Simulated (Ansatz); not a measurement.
SnS (rock salt)

```xyz
2
Lattice="0.0000 2.8719 2.8719 2.8719 0.0000 2.8719 2.8719 2.8719 0.0000" Properties=species:S:1:pos:R:3 pbc="T T T"
Sn     2.8719     2.8719     2.8719
S      0.0000     0.0000     0.0000
```

The slice is a {111} plane (indices of the conventional cell) through the point (0.000, 0.000, 0.000) (fractional), spanned by u = [100] and v = [-1 2 0] in vectors of this cell: u (4.06 Å) and v (7.03 Å, at 90° to u). It covers one period; positions are fractions (u, v).

Calculation: PBEsol (plane waves to 420 eV, PAW, scalar-relativistic; Ansatz, an electronic-structure program). k mesh 10×10×10. Inside the PAW spheres the values are not all-electron values, and peaks at nuclei hang on which shells count as valence. SnS was relaxed with its symmetry unable to fall. This is one of several known forms of SnS; the measured ambient cells at hand have space group No. 62.

Predict the map of the density of the highest valence band (whole band, smooth part) on the slice.


```
|469842000000024896|
|999631000000013699|
|987421000000012478|
|554210000000001245|
|222100000000000122|
|110000000000000001|
|000000000000000000|
|000000000000000000|
|000000000000000000|
|000000001110000000|
|000000122222100000|
|000001245554210000|
|000012478987421000|
|000013699999631000|
|000024896469842000|
|000125894049852100|
|000024896469842000|
|000013699999631000|
|000012478987421000|
|000001245554210000|
|000000122222100000|
|000000001110000000|
|000000000000000000|
|000000000000000000|
|000000000000000000|
|110000000000000001|
|222100000000000122|
|554210000000001245|
|987421000000012478|
|999631000000013699|
|469842000000024896|
|049852100000125894|
```
Scale: ten equal steps from 0.010 (start of '0') to 0.219 (end of '9'), in the order '0123456789'. Values: density of the highest valence band (whole band, smooth part) in e/Å³. The map has 18 points along u (one character each, u = 0 at the left) and 32 along v (v = 0 in the bottom row).
